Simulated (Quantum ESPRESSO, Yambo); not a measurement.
# Zn$_{3}$PBr$_{3}$: DFT and GW levels

```
CELL_PARAMETERS angstrom
      6.59711     0.00000     0.00000
      0.00000     4.00656     0.00000
     -0.07631     0.00000     6.93302
ATOMIC_POSITIONS crystal
  P  0.37090 0.50000 0.17740
  Zn 0.47409 0.00000 0.29939
  Zn 0.50049 0.50000 0.87471
  Zn 0.02618 0.50000 0.15105
  Br 0.86933 0.00000 0.32860
  Br 0.86717 0.50000 0.83225
  Br 0.38783 0.00000 0.66995
```

The geometry is that of Materials Project entry mp-1215629, symmetrised and not relaxed again.

Starting point: norm-conserving PBEsol (Quantum ESPRESSO, 84 Ry, without SOC). G0W0 in Yambo: 2×4×2 Γ-centred k mesh, bands 13 to 209 and a 6 Ry block in the screening, 209 bands in G with the Bruneval-Gonze terminator, plasmon pole fitted at 27.2 eV.

| Item | Result |
|---|---|
| PBEsol gap along the band path | 1.63 eV |
| PBEsol gap between the mesh's edge points (Γ → Γ) | 1.63 eV |
| G0W0 gap between the same points | 2.98 eV |

| k point | band | E PBEsol (eV) | E QP (eV) | shift (eV) | Z |
|---|---|---|---|---|---|
| Γ | VB | 0.00 | -0.77 | -0.77 | 0.79 |
| Γ | CB | 1.63 | 2.21 | 0.58 | 0.82 |
| (0, 0, -0.5) | VB | -0.14 | -0.92 | -0.78 | 0.79 |
| (0, 0, -0.5) | CB | 2.67 | 3.37 | 0.70 | 0.81 |
| (0, -0.5, -0.5) | VB | -0.83 | -1.63 | -0.80 | 0.79 |
| (0, -0.5, -0.5) | CB | 2.75 | 3.29 | 0.54 | 0.82 |
| (-0.5, 0, 0) | VB | -0.15 | -0.93 | -0.78 | 0.79 |
| (-0.5, 0, 0) | CB | 2.37 | 3.02 | 0.65 | 0.82 |
| (-0.5, 0, -0.5) | VB | -0.35 | -1.13 | -0.78 | 0.79 |
| (-0.5, 0, -0.5) | CB | 3.24 | 3.92 | 0.68 | 0.81 |
| (-0.5, -0.5, 0) | VB | -1.15 | -1.95 | -0.80 | 0.79 |
| (-0.5, -0.5, 0) | CB | 3.12 | 3.71 | 0.59 | 0.81 |
| (-0.5, -0.5, -0.5) | VB | -1.03 | -1.83 | -0.80 | 0.79 |
| (-0.5, -0.5, -0.5) | CB | 2.52 | 3.07 | 0.55 | 0.82 |

Energies count from the PBEsol valence-band maximum.

Nearest settings tried, and what they do to the gap: 92 bands in W, 92 bands in G: +75 meV; 109 bands in W: +43 meV; 2 Ry block (69 vectors against 305): -173 meV; 1×2×1 mesh: -279 meV. So the settings aren't converged at that level.

Spin-orbit splittings are left out.

The structure is a Materials Project entry; no match was found in the copy of COD used, and its stability was not checked.
